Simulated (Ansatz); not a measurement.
RuRhN$_{2}$ in space group R-3m (No. 166; Ru on 3b, Rh on 3a, N on 6c), plane-wave PAW PBE (Ansatz code), all energies at zero smearing, with the estimated change up to a 700 eV cutoff added, with one set of potentials and settings (totals compare only within such a set). Cell of 4 atoms (1 Ru, 1 Rh, 2 N): -13047.728 eV.

```
element                reference phase  E (eV/atom)
-------  -----------------------------  -----------
Ru       P6_3/mmc, 2 atoms in the cell   -5878.6876
Rh          Fm-3m, 1 atoms in the cell   -6402.8911
N            Pa-3, 8 atoms in the cell    -384.0325
```

Formation energy per atom, worked out: (-13047.728 − 1×(-5878.6876) − 1×(-6402.8911) − 2×(-384.0325))/4 = 0.479 eV/atom (46 kJ per mol of atoms), at 0 K, without zero-point energy or fitted corrections.

The start of the workflow was typed in or built on a structure type; neither database checked (COD, Materials Project) lists it. Whether it is the stable phase at ambient conditions was not checked. Symmetry was held in the PBE relaxation; whether a distortion lowers the energy is not shown. The workflow began spin-polarised and lost its moments. Its formation energy is positive at this level, so the cell may be metastable or incomplete. The references are the lowest solids computed at this level, not always the standard phases (solids in place of the gases).

Potentials: the later of the program's two PAW sets.
